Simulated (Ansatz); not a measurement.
Hf3Te2:
```cif
data_Hf3Te2
_chemical_formula_sum 'Hf3 Te2'
_space_group_name_H-M_alt 'P 1'
_space_group_IT_number 1
_cell_length_a 9.60210
_cell_length_b 9.60210
_cell_length_c 9.60210
_cell_angle_alpha 157.847
_cell_angle_beta 157.847
_cell_angle_gamma 31.530
loop_
_space_group_symop_operation_xyz
  'x, y, z'
loop_
_atom_site_label
_atom_site_type_symbol
_atom_site_fract_x
_atom_site_fract_y
_atom_site_fract_z
_atom_site_occupancy
Hf1 Hf 0.90745 0.90745 0.00000 1
Hf2 Hf 0.09255 0.09255 0.00000 1
Hf3 Hf 0.50000 0.50000 0.00000 1
Te1 Te 0.33624 0.33624 0.00000 1
Te2 Te 0.66376 0.66376 0.00000 1
```

Relaxed with r²SCAN+D4.

Tabulate the valence density and the electron localisation function along the shortest Hf–Te contact (2.92 Å), r²SCAN+D4 (plane waves, PAW; program Ansatz).



```tsv
distance from Hf (Å)	density (e/Å³)	ELF
0.29	24.54	0.82
0.44	15.50	0.84
0.58	8.19	0.81
0.73	3.69	0.69
0.88	1.49	0.46
1.02	0.63	0.23
1.17	0.35	0.15
1.31	0.29	0.24
1.46	0.31	0.48
1.61	0.37	0.65
1.75	0.47	0.64
1.90	0.62	0.56
2.05	0.87	0.47
2.19	1.80	0.36
2.34	4.26	0.19
2.48	8.23	0.05
2.63	12.71	0.01
```

The density is the valence pseudo-density with augmentation charge, so density and ELF within about 1 Å of a nucleus are not all-electron values.

Space group I4/mmm. The first step of the workflow began from a Materials Project structure, measured or hypothetical; the Crystallography Open Database copy checked does not list it. Its standing as an ambient phase is unchecked. The r²SCAN+D4 relaxation kept the symmetry of its start; whether a distortion lowers the energy is not shown. The run is not spin-polarised. Scalar-relativistic: spin–orbit coupling is off unless named, which matters more the heavier the elements.

Potentials: the later of the program's two PAW sets.
